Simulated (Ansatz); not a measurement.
A: SiO₂ (rutile), a = b = 4.2359 Å, c = 2.6899 Å, α = β = γ = 90.00°
B: WSi₂ (MoSi2 type, space group I4/mmm), a = b = 3.2294 Å, c = 7.8677 Å, α = β = γ = 90.00°
C: CdS (wurtzite), a = 4.197 Å, b = 4.197 Å, c = 6.830 Å, α = 90.00°, β = 90.00°, γ = 120.00°
D: LiTaO$_{3}$ (LiNbO3 type, space group R3c), a = b = 5.191 Å, c = 13.914 Å, α = β = 90.00°, γ = 120.00°

Scan: energy against volume (even scaling of the relaxed cell, symmetry kept). One method and one kind of scan serve all of them; meshes and ranges differ. All were relaxed with their symmetry unable to fall. LiTaO3 is run without spin polarisation. Spin-orbit coupling is left out. The PAW data are Ansatz's earlier set. WSi2 is run without spin polarisation.

Q: Rank these by bulk modulus at fixed cell shape (fitted) (highest first), as PBE (plane waves to 420 eV, PAW, scalar-relativistic; Ansatz, a first-principles code) gives it.

A: A (277 GPa), B (218 GPa), D (116 GPa), C (53.1 GPa)

(Under strain, the slope of the energy per volume gives the stress and its curvature an elastic modulus.)
